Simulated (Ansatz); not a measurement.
Relaxed-ion elastic tensor of MgAu (CsCl type, Pm-3m) in GPa (Voigt order), PBEsol in the plane-wave PAW code Ansatz; density 10.63 g/cm³, 17.28 Å³ per atom.

```
      1     2     3     4     5     6
-  ----  ----  ----  ----  ----  ----
1   109  84.7  84.7   0.0   0.0   0.0
2  84.7   109  84.7   0.0   0.0   0.0
3  84.7  84.7   109   0.0   0.0   0.0
4   0.0   0.0   0.0  58.7   0.0   0.0
5   0.0   0.0   0.0   0.0  58.7   0.0
6   0.0   0.0   0.0   0.0   0.0  58.7
```

Is the crystal mechanically stable?

Yes: the smallest eigenvalue of C is 24.5 GPa.

Work out the Voigt, Reuss and Hill averages.

K_V = 92.9, K_R = 92.9, K_H = 92.9; G_V = 40.1, G_R = 23.3, G_H = 31.7 GPa.

Give Young's modulus, Poisson's ratio, Pugh's ratio and the universal anisotropy index.

E = 9KG/(3K + G) = 85.5 GPa; ν = 0.35; K/G = 2.93 (ductile by the Pugh limit of 1.75); A_U = 5G_V/G_R + K_V/K_R − 6 = 3.60.

Estimate the sound speeds and the Debye temperature.

v_l = √((K + 4G/3)/ρ) = 3570 m/s, v_t = √(G/ρ) = 1730 m/s, mean 1940 m/s; Θ = (h/k)(3n/4πV)^(1/3) v_m = 224 K.

Give the Zener ratio and Young's modulus along [100], [110] and [111].

A = 2C44/(C11 − C12) = 4.79; 1/E = S11 − 2(S11 − S12 − S44/2)Γ with Γ = 0, 1/4, 1/3 gives 35.2, 81.6, 146 GPa.

The workflow started from a Materials Project entry (that database holds measured and hypothetical structures alike); the Crystallography Open Database files this formula in space group No. 221, but the cells were not matched. Whether it is the stable phase at ambient conditions was not checked. The cell was relaxed with PBEsol under the symmetry of its start; of distortions, only those at the zone centre were tested. As this level gives no gap, shear constants depend on the k-mesh and smearing (Fermi–Dirac, 0.1 eV here). Spin–orbit coupling is left out wherever it is not named.

Potentials: the later of the program's two PAW sets.
